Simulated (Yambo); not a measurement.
## Convergence of the G0W0 gap of AgNO3

G0W0@PBEsol for AgNO₃ (space group R3c, No. 161) in Yambo. Reference settings: 2×2×2 Γ-centred k mesh, bands 9 to 199 and a 7 Ry block in the screening, 199 bands in G with the Bruneval-Gonze terminator, plasmon pole fitted at 27.2 eV. The PBEsol gap F → Γ on this mesh is 1.78 eV; G0W0 gaps are taken between the same points.

| change from the reference | G0W0 gap F → Γ (eV) | shift of the valence edge (eV) | rough Yambo cost |
|---|---|---|---|
| reference settings | 4.14 | -0.93 | 1 |
| 89 bands in W, 89 bands in G | 4.31 | -0.84 | about 1/2 |
| 136 bands in W, 136 bands in G | 4.19 | -0.88 | within a factor of two |
| 89 bands in G | 4.19 | -0.92 | – |
| 136 bands in G | 4.15 | -0.93 | – |
| 104 bands in W | 4.23 | -0.86 | within a factor of two |
| 2 Ry block | 4.61 | -1.36 | within a factor of two |
| 3 Ry block | 4.37 | -1.11 | within a factor of two |
| 6 Ry block | 4.16 | -0.93 | within a factor of two |
| pole fitted at 10 eV | 4.02 | -0.82 | – |
| no random integration | 4.08 | -0.68 | – |
| 89 bands in G, no terminator | 4.19 | -0.32 | – |
| 136 bands in G, no terminator | 4.13 | -0.53 | – |
| no terminator | 4.13 | -0.70 | – |

The reference isn't shown to be the converged limit. Costs are rough (shared machines), scaled to the same edge states, and given only for runs that recompute the screening. The mesh misses a band edge: along a dense path the PBEsol gap is 1.72 eV against 1.78 eV on the mesh.

Spin-orbit splittings are left out.

Geometry of the Materials Project entry, not relaxed at this level; primitive cell a = 6.2017 Å, b = 6.2017 Å, c = 6.2017 Å, α = 49.09°, β = 49.09°, γ = 49.09°.

The structure is a Materials Project entry; no match was found in the copy of COD used, and its stability was not checked.

A shift is the quasiparticle energy of the state minus its PBEsol energy.
